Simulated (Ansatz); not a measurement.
## Cold compression of Ni (fcc type)

```xyz
1
Lattice="0.0000 1.7561 1.7561 1.7561 0.0000 1.7561 1.7561 1.7561 0.0000" Properties=species:S:1:pos:R:3 pbc="T T T"
Ni    0.0000    0.0000    0.0000
```

The cell comes from a relaxation on PAW files under the same functional.

Its volume is scaled at fixed shape and fractional positions.

Level of theory: DFT with PBE, scalar-relativistic, in Ansatz 0.2.0; a Γ-centred 21×21×21 k mesh, Fermi–Dirac smearing of 0.05 eV, no spin polarisation. LAPW: all electrons, basis error target 1 meV/atom; PAW: frozen-core files, cutoff 420 eV; crystal datasets: all electrons, by PAW datasets that the program makes for each cell; norm-conserving: pseudopotentials, cutoff 1400 eV; PAW (cutoff 250 eV): frozen-core files, cutoff 250 eV.

Energies are extrapolated to zero smearing and count from the unscaled cell; pressure is positive in compression; gaps take the mesh and a band path. No temperature or zero-point motion is included.

Spin polarisation is left out, though a magnetic state may lie lower.

```tsv
V/V0	V (Å³/atom)	P LAPW (GPa)	ΔE LAPW (eV/atom)	P PAW − LAPW (GPa)	ΔE PAW − LAPW (meV/atom)
1.00	10.83	-0.02	0.000	0.03	0.0
0.92	9.96	20.7	0.050	0.05	0.2
0.84	9.10	53.9	0.243	0.05	0.5
0.76	8.23	107.8	0.667	-0.01	0.6
0.68	7.37	?	?	?	?
0.60	6.50	350.5	2.911	-0.44	-1.7
0.52	5.63	624.4	5.472	-0.35	-4.1
0.45	4.87	1059	9.353	-0.29	-5.1
```

Q: Fit the Vinet equation to the LAPW pressures shown (residuals weighted by 1/(|P| + 0.03·Pmax)), and predict the pressure of the withheld row.

A: The fit gives V0 = 10.84 Å³/atom, B0 = 195 GPa and B0′ = 5.30. At 7.37 Å³/atom, x = (V/V0)^(1/3) = 0.8792, and P = 3·B0·(1 − x)/x²·exp[1.5·(B0′ − 1)·(1 − x)] = 198.8 GPa. The run itself gave 197.3 GPa (+0.8 % off) and ΔE = 1.470 eV/atom.

Q: From the table, what is the rise of the enthalpy H = E + pV up to the last row, and how stiff is the crystal between the last two rows?

A: ΔH = 9.353 eV + (1059 GPa × 4.87 Å³ + 0.02 GPa × 10.83 Å³) × 0.006242 eV/(GPa·Å³) = 41.56 eV/atom, of which pV makes 77 %. The mean bulk modulus there is −ΔP/Δln V = 3000 GPa.

Q: At the smallest volume, how far do crystal datasets and norm-conserving and PAW (cutoff 250 eV) lie from LAPW in pressure?

A: crystal datasets: -0.01 GPa; norm-conserving: +1.98 GPa; PAW (cutoff 250 eV): +39.99 GPa, on a LAPW pressure of 1059 GPa.

Q: How do the Löwdin populations by LAPW change from the unscaled cell to the last row?

A: Ni 3s 1.99 → 1.94, Ni 4s 0.97 → 0.86, Ni 3d 8.83 → 9.04 electrons an atom. These are projections on the shells that the free atoms fill; 0.22 e a cell lies outside them at the start and 0.17 e at the end.
